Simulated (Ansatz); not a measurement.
**LiGaSi2O6 — ¹⁷O NMR of the central transition**

Cell: a COD entry (perhaps calculated rather than measured), ions relaxed with PBE at fixed cell.

```
CELL_PARAMETERS angstrom
4.80050 -4.41950 0.00000
4.80050 4.41950 0.00000
-1.80378 0.00000 4.77357
ATOMIC_POSITIONS crystal
Li 0.75609 0.24391 0.25000
Li 0.24391 0.75609 0.75000
Ga 0.10766 0.89234 0.25000
Ga 0.89234 0.10766 0.75000
Si 0.21033 0.39227 0.25437
Si 0.60773 0.78967 0.24563
Si 0.78967 0.60773 0.74563
Si 0.39227 0.21033 0.75437
O 0.03484 0.19938 0.14159
O 0.80062 0.96516 0.35841
O 0.96516 0.80062 0.85841
O 0.19938 0.03484 0.64159
O 0.11503 0.62689 0.35289
O 0.37311 0.88497 0.14711
O 0.88497 0.37311 0.64711
O 0.62689 0.11503 0.85289
O 0.33158 0.38886 0.01277
O 0.61114 0.66842 0.48723
O 0.66842 0.61114 0.98723
O 0.38886 0.33158 0.51277
```

Atom numbers follow the list; atoms alike are taken as one site, whose name carries the number of the first.

Computed with Ansatz: DFT, PBE, plane waves and PAW, scalar-relativistic, 420 eV cutoff, Γ-centred 4×4×5 k-points, Fermi–Dirac smearing 0.02 eV.

¹⁷O has I = 5/2 and Q = -25.58 mb (Pyykkö 2018); at 18.8 T its Larmor frequency is ν₀ = 108.6 MHz. Only the quadrupole interaction is simulated: positions count from each site's isotropic chemical shift, and J coupling is left out, as are shift anisotropy and dipolar coupling, which fast spinning averages.

Q: What does the ¹⁷O spectrum (fast magic-angle spinning) show for each site?

A: 

```json
{"site": "O9", "first shell": "1 Si at 1.66 Å, 1 Ga at 1.93 Å, 1 Li at 2.01 Å; also 1 Ga at 2.20 Å", "C_Q (MHz)": "3.96", "η": "0.69", "P_Q (MHz)": "4.27", "δ_QIS (ppm)": "-9.26", "breadth (kHz)": "2.31"}
{"site": "O13", "first shell": "1 Si at 1.61 Å, 1 Ga at 1.93 Å, 1 Li at 1.97 Å", "C_Q (MHz)": "-4.93", "η": "0.30", "P_Q (MHz)": "5.00", "δ_QIS (ppm)": "-12.7", "breadth (kHz)": "3.17"}
{"site": "O17", "first shell": "2 Si at 1.62–1.63 Å, angle 136°; also 2 Li at 2.91–2.99 Å, 1 Ga at 3.31 Å", "C_Q (MHz)": "-5.06", "η": "0.34", "P_Q (MHz)": "5.15", "δ_QIS (ppm)": "-13.5", "breadth (kHz)": "3.38"}
```

δ_QIS = −(ν_Q²/30ν₀²)[I(I+1) − 3/4](1 + η²/3) × 10⁶ ppm with ν_Q = 3|C_Q|/[2I(2I−1)]; it falls as 1/B₀² in ppm, and the breadth as 1/B₀ in kHz.

At O17 V_zz runs parallel to the line that joins its two neighbours (within 3°).

At this cell the PBE pressure is 6 GPa (principal stresses up to 11 GPa in size), so with PBE the cell would grow if it were relaxed. The database positions were far from equilibrium, so the relaxed structure may not be the compound's real one.
